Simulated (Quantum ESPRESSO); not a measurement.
ZnAl2SiP4, input and log of a self-consistent run

Simulated, not a measurement. The program is pw.x of Quantum ESPRESSO 7.5 (plane-wave density functional theory). The cell is made up: 8 atoms on a zincblende/diamond lattice, with randomly drawn elements, strain and displacements, not relaxed. PseudoDojo standard norm-conserving files (v0.5 for PBE, v0.4.1 for LDA and PBEsol) set the functional; there is no spin polarisation, spin-orbit coupling or dispersion term, and the masses in the input are unused placeholders.

Input:

```
&control calculation='scf', pseudo_dir='./dojo.nc.sr.pbe.v0_5.standard.upf', outdir='./o', disk_io='medium', tprnfor=.true., tstress=.true. /
&system ibrav=0, nat=8, ntyp=4, nbnd=31, ecutwfc=105.61755193, nosym=.true., tot_charge=0,
 occupations='smearing', smearing='fd', degauss=0.0018374661
/
&electrons conv_thr=7.350e-09, electron_maxstep=60, /
ATOMIC_SPECIES
Al 1.0 Al.upf
P 1.0 P.upf
Si 1.0 Si.upf
Zn 1.0 Zn.upf
CELL_PARAMETERS angstrom
5.518 -0.0107 -0.0238
-0.0107 5.3845 0.0003
-0.0238 0.0003 5.4952
ATOMIC_POSITIONS angstrom
Zn -0.0036 -0.1227 -0.0476
Al 0.0081 2.6361 2.6744
Si 2.8005 -0.0287 2.7964
Al 2.8134 2.726 0.0419
P 1.2279 1.2757 1.4483
P 1.3804 4.0033 4.0408
P 4.0342 1.2386 4.1427
P 4.0488 4.0778 1.3787
K_POINTS automatic
6 6 6 1 1 1
```

The log is shortened where brackets say so; the opening notice, blank lines, dates and the lines on written files are dropped, and the path of the files is cut. It prints rydbergs, bohrs and kilobars, and counts compression as positive stress.

```
     Program PWSCF v.7.5
     Parallel version (MPI & OpenMP), running on       1 processor cores
     Number of MPI processes:                 1
     Threads/MPI process:                     1
     [start-up lines left out]
     bravais-lattice index     =            0
     lattice parameter (alat)  =      10.4276  a.u.
     unit-cell volume          =    1101.7864 (a.u.)^3
     number of atoms/cell      =            8
     number of atomic types    =            4
     number of electrons       =        50.00
     number of Kohn-Sham states=           31
     kinetic-energy cutoff     =     105.6176  Ry
     charge density cutoff     =     422.4702  Ry
     scf convergence threshold =      7.3E-09
     mixing beta               =       0.7000
     number of iterations used =            8  plain     mixing
     Exchange-correlation= PBE
                           (   1   4   3   4   0   0   0)
     [axes and pseudopotential details left out]
   Cartesian axes
     site n.     atom                  positions (alat units)
         1        Zn     tau(   1) = (  -0.0006524  -0.0222361  -0.0086262  )
         2        Al     tau(   2) = (   0.0014679   0.4777221   0.4846629  )
         3        Si     tau(   3) = (   0.5075152  -0.0052011   0.5067722  )
         4        Al     tau(   4) = (   0.5098529   0.4940140   0.0075932  )
         5        P      tau(   5) = (   0.2225238   0.2311863   0.2624654  )
         6        P      tau(   6) = (   0.2501603   0.7254903   0.7322861  )
         7        P      tau(   7) = (   0.7310900   0.2244629   0.7507528  )
         8        P      tau(   8) = (   0.7337359   0.7389914   0.2498522  )
     number of k points=   108  Fermi-Dirac smearing, width (Ry)=  0.0018
     Number of k-points >= 100: set verbosity='high' to print them.
     Dense  grid:   161599 G-vectors     FFT dimensions: (  72,  72,  72)
     Estimated max dynamical RAM per process >     206.60 MB
     Initial potential from superposition of free atoms
     starting charge      49.9938, renormalised to      50.0000
     Starting wfcs are   38 randomized atomic wfcs
     total cpu time spent up to now is       38.5 secs
     per-process dynamical memory:   165.4 Mb
     Self-consistent Calculation
     iteration #  1     ecut=   105.62 Ry     beta= 0.70
     Davidson diagonalization with overlap
     ethr =  1.00E-02,  avg # of iterations =  4.2
     Threshold (ethr) on eigenvalues was too large:
     Diagonalizing with lowered threshold
     Davidson diagonalization with overlap
     ethr =  7.58E-04,  avg # of iterations =  2.1
     total cpu time spent up to now is      235.7 secs
     total energy              =    -491.32874309 Ry
     estimated scf accuracy    <       0.38475313 Ry
     iteration #  2     ecut=   105.62 Ry     beta= 0.70
     Davidson diagonalization with overlap
     ethr =  7.70E-04,  avg # of iterations =  2.8
     total cpu time spent up to now is      336.1 secs
     total energy              =    -491.40758642 Ry
     estimated scf accuracy    <       0.14017542 Ry
     iteration #  3     ecut=   105.62 Ry     beta= 0.70
     Davidson diagonalization with overlap
     ethr =  2.80E-04,  avg # of iterations =  3.5
     total cpu time spent up to now is      435.8 secs
     total energy              =    -491.43926887 Ry
     estimated scf accuracy    <       0.01084774 Ry
     iteration #  4     ecut=   105.62 Ry     beta= 0.70
     Davidson diagonalization with overlap
     c_bands:  1 eigenvalues not converged
     c_bands:  1 eigenvalues not converged
     ethr =  2.17E-05,  avg # of iterations = 10.1
     total cpu time spent up to now is      566.1 secs
     total energy              =    -491.44196450 Ry
     estimated scf accuracy    <       0.00154047 Ry
     iteration #  5     ecut=   105.62 Ry     beta= 0.70
     Davidson diagonalization with overlap
     ethr =  3.08E-06,  avg # of iterations =  6.2
     total cpu time spent up to now is      663.6 secs
     total energy              =    -491.44219473 Ry
     estimated scf accuracy    <       0.00014034 Ry
     iteration #  6     ecut=   105.62 Ry     beta= 0.70
     Davidson diagonalization with overlap
     ethr =  2.81E-07,  avg # of iterations =  2.0
     total cpu time spent up to now is      745.2 secs
     total energy              =    -491.44222758 Ry
     estimated scf accuracy    <       0.00001415 Ry
     iteration #  7     ecut=   105.62 Ry     beta= 0.70
     Davidson diagonalization with overlap
     ethr =  2.83E-08,  avg # of iterations =  2.4
     total cpu time spent up to now is      835.8 secs
     total energy              =    -491.44223145 Ry
     estimated scf accuracy    <       0.00000115 Ry
     iteration #  8     ecut=   105.62 Ry     beta= 0.70
     Davidson diagonalization with overlap
     ethr =  2.30E-09,  avg # of iterations =  3.9
     total cpu time spent up to now is      942.5 secs
     total energy              =    -491.44223184 Ry
     estimated scf accuracy    <       0.00000021 Ry
     iteration #  9     ecut=   105.62 Ry     beta= 0.70
     Davidson diagonalization with overlap
     ethr =  4.13E-10,  avg # of iterations =  2.0
     total cpu time spent up to now is     1037.5 secs
     total energy              =    -491.44223188 Ry
     estimated scf accuracy    <       0.00000002 Ry
     iteration # 10     ecut=   105.62 Ry     beta= 0.70
     Davidson diagonalization with overlap
     ethr =  4.25E-11,  avg # of iterations =  3.1
     total cpu time spent up to now is     1126.7 secs
     End of self-consistent calculation
     [lines on levels left out]
!    total energy              =    -491.44223189 Ry
     estimated scf accuracy    <          3.8E-09 Ry
     smearing contrib. (-TS)   =      -0.00000000 Ry
     internal energy E=F+TS    =    -491.44223189 Ry
     The total energy is F=E-TS. E is the sum of the following terms:
     one-electron contribution =    -447.50965483 Ry
     hartree contribution      =     237.94645857 Ry
     xc contribution           =     -68.74673405 Ry
     ewald contribution        =    -213.13230157 Ry
     convergence has been achieved in  10 iterations
     Forces acting on atoms (cartesian axes, Ry/au):
     atom    1 type  4   force =     0.00542065    0.01121448    0.00143710
     atom    2 type  1   force =    -0.05220281    0.02674300    0.04906458
     atom    3 type  3   force =    -0.05804170    0.00677442   -0.01961784
     atom    4 type  1   force =    -0.06241724   -0.03924497   -0.01292924
     atom    5 type  2   force =     0.08933580   -0.03872646   -0.04876371
     atom    6 type  2   force =     0.01444791    0.00263044    0.01211967
     atom    7 type  2   force =     0.03301635    0.02587835   -0.00821382
     atom    8 type  2   force =     0.03044103    0.00473075    0.02690325
     Total force =     0.176434     Total SCF correction =     0.000106
     Computing stress (Cartesian axis) and pressure
          total   stress  (Ry/bohr**3)                   (kbar)     P=       -3.82
  -0.00008918  -0.00001203   0.00002368          -13.12       -1.77        3.48
  -0.00001203   0.00003652   0.00020699           -1.77        5.37       30.45
   0.00002368   0.00020699  -0.00002532            3.48       30.45       -3.72
     init_run     :     37.79s CPU     38.41s WALL (       1 calls)
     electrons    :   1048.60s CPU   1088.17s WALL (       1 calls)
     forces       :     15.69s CPU     15.87s WALL (       1 calls)
     stress       :     64.39s CPU     67.35s WALL (       1 calls)
     [timing details left out]
     PWSCF        :  19m26.90s CPU  20m10.73s WALL
     JOB DONE.
```

In other units: free energy -6686.412 eV for the cell, pressure -0.38 GPa, largest force component 2.297 eV/Å. This run is the check on a run of the same cell at 1143 eV and a 4 x 4 x 4 mesh: rerunning at 1437 eV and a 6 x 6 x 6 mesh moved values by no more than 0.006 eV in energy, 0.02 GPa in stress and 0.004 eV/Å in force.